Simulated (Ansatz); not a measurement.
Relaxed-ion elastic tensor of CdSiP$_{2}$ (chalcopyrite, I-42d) in GPa (Voigt order), plane-wave PAW PBE (Ansatz code); density 3.88 g/cm³, 21.67 Å³ per atom.

|  | 1 | 2 | 3 | 4 | 5 | 6 |
|---|---|---|---|---|---|---|
| 1 | 115 | 52.7 | 59.1 | 0.0 | 0.0 | 0.0 |
| 2 | 52.7 | 115 | 59.1 | 0.0 | 0.0 | 0.0 |
| 3 | 59.1 | 59.1 | 100 | 0.0 | 0.0 | 0.0 |
| 4 | 0.0 | 0.0 | 0.0 | 53.0 | 0.0 | 0.0 |
| 5 | 0.0 | 0.0 | 0.0 | 0.0 | 53.0 | 0.0 |
| 6 | 0.0 | 0.0 | 0.0 | 0.0 | 0.0 | 49.9 |

Question: Is the crystal mechanically stable?

Answer: Yes: the smallest eigenvalue of C is 43.9 GPa.

Question: Work out the Voigt, Reuss and Hill averages.

Answer: K_V = 74.7, K_R = 74.6, K_H = 74.6; G_V = 41.8, G_R = 36.9, G_H = 39.4 GPa.

Question: Give Young's modulus, Poisson's ratio, Pugh's ratio and the universal anisotropy index.

Answer: E = 9KG/(3K + G) = 100 GPa; ν = 0.28; K/G = 1.90 (ductile by the Pugh limit of 1.75); A_U = 5G_V/G_R + K_V/K_R − 6 = 0.66.

Question: Estimate the sound speeds and the Debye temperature.

Answer: v_l = √((K + 4G/3)/ρ) = 5720 m/s, v_t = √(G/ρ) = 3190 m/s, mean 3550 m/s; Θ = (h/k)(3n/4πV)^(1/3) v_m = 379 K.

Question: Solve the Christoffel equation for the three sound speeds along x, y, z.

Answer: Eigenvalues of C_ijkl n_j n_l equal ρv² (piezoelectric stiffening left out). In km/s, slowest first: x 3.59, 3.70, 5.45; y 3.59, 3.70, 5.45; z 3.70, 3.70, 5.08.

Question: How much does each axis shrink under pressure?

Answer: Linear compressibilities β_i = Σ_j S_ij (j = 1 to 3): x 4.2, y 4.2, z 5.0 per TPa.

The PBE relaxation kept the symmetry of its start.

Potentials: the later of the program's two PAW sets.
